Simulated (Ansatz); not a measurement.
Theory: DFT PBE, scalar-relativistic, plane waves, PAW in Ansatz. Cutoff 420 eV, Γ-centred 12×8×6 mesh (10-atom cell), Gaussian smearing of 0.10 eV, no spin polarisation.

Formation energies are uncorrected and count from the elements' standard states at the same level.

Question: Propose a candidate for a triclinic metal that holds Zr and 1 more element, with a formation energy near −0.55 eV/atom and about 12 Å³ per atom, in a cell of 10 atoms. Its symmetry should be P-1 (No. 2).

Answer: Zr₂B₃, space group P-1 (No. 2). Around Zr on its first site lie 8 B at 2.34–2.75 Å, 3 Zr at 2.91–3.09 Å and 2 B at 2.96–2.99 Å; Zr on its second site is surrounded by 8 B at 2.48–2.81 Å and 5 Zr at 3.06–3.30 Å; B on its first site is surrounded by 1 B at 1.64 Å, 2 B at 1.77–1.80 Å and 5 Zr at 2.34–2.70 Å; B on its second site has 2 B at 1.75–1.80 Å and 7 Zr at 2.57–2.81 Å; 1 more site not described.

```cif
data_structure
_symmetry_space_group_name_H-M 'P-1'
_symmetry_Int_Tables_number 2
_cell_length_a 3.6935
_cell_length_b 4.9061
_cell_length_c 7.3032
_cell_angle_alpha 91.514
_cell_angle_beta 97.993
_cell_angle_gamma 109.400
_cell_volume 123.24
loop_
_atom_site_label
_atom_site_type_symbol
_atom_site_symmetry_multiplicity
_atom_site_Wyckoff_symbol
_atom_site_fract_x
_atom_site_fract_y
_atom_site_fract_z
_atom_site_occupancy
Zr1 Zr 2 i 0.78667 0.68317 0.64958 1
Zr2 Zr 2 i 0.90839 0.72794 0.11730 1
B1 B 2 i 0.71534 0.15644 0.53035 1
B2 B 2 i 0.58621 0.12098 0.10387 1
B3 B 2 i 0.43242 0.04727 0.68737 1
```

The volume per atom is 12.32 Å³. The density is 5.79 g/cm³, the energy over the elements is −0.55 eV/atom and the gap on the 12×8×6 mesh of the 10-atom cell is 0 eV (a metal).

The structure comes from a generated guess, relaxed at this level; another structure or a mixture of phases may lie lower. Other answers may fit too; this one was computed.

This cell was reached by moving the atoms of another relaxed cell at random and relaxing again, last within the group found; it had no such test of its own.
